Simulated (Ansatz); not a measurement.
As (A7 type, space group R-3m)

```yaml
crystal:
  lattice:
    - [1.89173, 1.09219, 3.36977]
    - [-1.89173, 1.09219, 3.36977]
    - [0.00000, -2.18438, 3.36977]
  atoms:
    - { symbol: As, position: [0.23028, 0.23028, 0.23028] }
    - { symbol: As, position: [0.76972, 0.76972, 0.76972] }
```

Two coordinates are scanned: the volume, and the ratio of the stretch along z (the conventional c axis) to the stretch across it. Atoms keep their fractional coordinates.

All values below come from PBE-D3(BJ) (plane waves to 420 eV, PAW, scalar-relativistic; Ansatz, a first-principles code). k mesh 11×11×11 (Γ-centred), Fermi-Dirac smearing 0.05 eV. Compression counts positive. As the atoms are clamped, bonds stretch with the cell, which overstates energies and stresses. With partly filled bands, the response to shear is sensitive to the k mesh, so small differences along c/a are uncertain. As was relaxed with its symmetry unable to fall. The last digit holds for this mesh only.

Changes of P (GPa) from the point V/V₀ = 1.000, (c/a)/(c/a)₀ = 1.000 when one coordinate moves alone (two changes are said to add if the coupling is within 5 % of the smaller one, nearly so within 20 %):

```tsv
point	change
V/V₀ = 1.000, (c/a)/(c/a)₀ = 0.920	-1.17
V/V₀ = 1.000, (c/a)/(c/a)₀ = 0.960	-0.58
V/V₀ = 0.960, (c/a)/(c/a)₀ = 1.000	3.54
V/V₀ = 0.980, (c/a)/(c/a)₀ = 1.000	1.68
V/V₀ = 1.020, (c/a)/(c/a)₀ = 1.000	-1.51
V/V₀ = 1.040, (c/a)/(c/a)₀ = 1.000	-2.88
V/V₀ = 1.000, (c/a)/(c/a)₀ = 1.040	0.49
V/V₀ = 1.000, (c/a)/(c/a)₀ = 1.080	0.89
```

### Question
Do the two effects add at V/V₀ = 0.960, (c/a)/(c/a)₀ = 0.920? Give the computed change.

### Answer
The sum of the single changes is 3.54 + (-1.17) = 2.37; the calculation gives 2.21, so the coupling contributes -0.16 (under 20 % of the smaller single change, nearly additive).

(A scan under strain: stresses follow from slopes of the energy per volume, elastic moduli from its curvatures.)
